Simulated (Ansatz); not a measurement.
In3SnAu4 in space group Pmm2 (No. 25; Pearson symbol oP8), DFT-r²SCAN in the program Ansatz with PAW potentials, all energies at zero smearing, with the estimated change up to a 700 eV cutoff added, with one set of potentials and settings (totals compare only within such a set). Cell of 8 atoms (3 In, 1 Sn, 4 Au): -75529.952 eV.

```
element              reference phase  E (eV/atom)
-------  ---------------------------  -----------
In       I4/mmm, 1 atoms in the cell   -5611.8204
Sn        Fd-3m, 2 atoms in the cell   -6038.6401
Au        Fm-3m, 1 atoms in the cell  -13163.5078
```

Formation energy per atom, worked out: (-75529.952 − 3×(-5611.8204) − 1×(-6038.6401) − 4×(-13163.5078))/8 = -0.227 eV/atom (-22 kJ per mol of atoms), at 0 K, without zero-point energy or fitted corrections.

The first step of the workflow began from a Materials Project structure, measured or hypothetical; the Crystallography Open Database copy checked does not list it. With In and Sn taken as one species the cell has the higher symmetry Cmcm, so it may be an ordered model of a mixed-site phase. Its standing as an ambient phase is unchecked. Symmetry was held in the r²SCAN relaxation; whether a distortion lowers the energy is not shown. The references are the lowest solids computed at this level, not always the standard phases. Spin–orbit coupling is left out wherever it is not named.

Potentials: the later of the program's two PAW sets.
